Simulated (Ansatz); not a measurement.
Relaxed MgO (rock salt):

```
CELL_PARAMETERS angstrom
      0.00000     4.25375     4.25375
      2.12687     0.00000     2.12687
      2.12687     2.12687     0.00000
ATOMIC_POSITIONS crystal
  O  0.00000 0.00000 0.00000
  O  0.50000 0.00000 0.00000
  Mg 0.25000 0.50000 0.50000
  Mg 0.75000 0.50000 0.50000
```

A phonon eigenvector at L = (0.5, 0.0, 0.0) is frozen into this cell: atom i moves by Q times the vector below, so Q is the largest atomic displacement, in Å. The cell is held. It is one choice among 2 degenerate patterns. (q is in reciprocal vectors of the primitive cell; the cell shown is doubled to hold the pattern.)

```json
[
 {"atom": "Mg3", "x": "-0.285", "y": "0.520", "z": "-0.805"},
 {"atom": "Mg4", "x": "0.285", "y": "-0.520", "z": "0.805"}
]
```

Atoms not listed stay in place.

These are PBE (plane waves to 420 eV, PAW, scalar-relativistic; Ansatz, a first-principles code) values and carry that method's errors. k mesh 13×13×13 (Γ-centred), Fermi-Dirac smearing 0.05 eV. MgO was relaxed with its symmetry unable to fall. 

```json
[
 {"Q (Å)": "-0.180", "−dE/dQ from forces (eV/Å)": "2.197"},
 {"Q (Å)": "-0.150", "−dE/dQ from forces (eV/Å)": "1.816"},
 {"Q (Å)": "-0.120", "−dE/dQ from forces (eV/Å)": "1.443"},
 {"Q (Å)": "-0.090", "−dE/dQ from forces (eV/Å)": "1.076"},
 {"Q (Å)": "-0.060", "−dE/dQ from forces (eV/Å)": "0.715"},
 {"Q (Å)": "-0.030", "−dE/dQ from forces (eV/Å)": "0.357"},
 {"Q (Å)": "0.000", "−dE/dQ from forces (eV/Å)": "0.000"},
 {"Q (Å)": "0.030", "−dE/dQ from forces (eV/Å)": "-0.357"},
 {"Q (Å)": "0.060", "−dE/dQ from forces (eV/Å)": "-0.715"},
 {"Q (Å)": "0.090", "−dE/dQ from forces (eV/Å)": "-1.076"},
 {"Q (Å)": "0.120", "−dE/dQ from forces (eV/Å)": "-1.443"},
 {"Q (Å)": "0.150", "−dE/dQ from forces (eV/Å)": "-1.816"},
 {"Q (Å)": "0.180", "−dE/dQ from forces (eV/Å)": "-2.197"}
]
```

Question: What harmonic wavenumber does the curvature at Q = 0 give?

Answer: 258 cm⁻¹. E″ = 11.88 eV/Å², M = Σ mᵢ|uᵢ|² = 48.6 u, ν̃ = 521.5·√(|E″|/M).

(A displaced cell: forces are minus the slopes of the energy, force constants its curvatures, and phonons follow from these.)
